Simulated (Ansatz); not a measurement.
# Relaxing silver (beta-Sn type)

Theory: Ansatz, DFT, r2SCAN, plane waves (500 eV) with PAW, scalar-relativistic. The PAW files were generated under PBE, with cores re-solved for the functional.

k-point mesh 13×13×9, Fermi-Dirac smearing 0.1 eV, no spin polarisation. Cell and atoms relax.

Starting structure:

```
CELL_PARAMETERS angstrom
-2.54071 2.54071 1.38723
2.54071 -2.54071 1.38723
2.54071 2.54071 -1.38723
ATOMIC_POSITIONS crystal
Ag 0.00000 0.00000 0.00000
Ag 0.75000 0.25000 0.50000
```

**Question.** What cell does the relaxation end in?

**Answer.** P6_3/mmc with a = 2.888 Å, c = 4.789 Å (c/a = 1.659); 17.29 Å³ per atom against 17.91 at the start (-3.4 %).

The cell has left the beta-Sn structure type; it ends in P6_3/mmc.

**Question.** How much energy does the relaxation gain?

**Answer.** 276.1 meV per atom.

The k-point mesh keeps fewer symmetry operations than the starting structure has, so the cell can leave it.
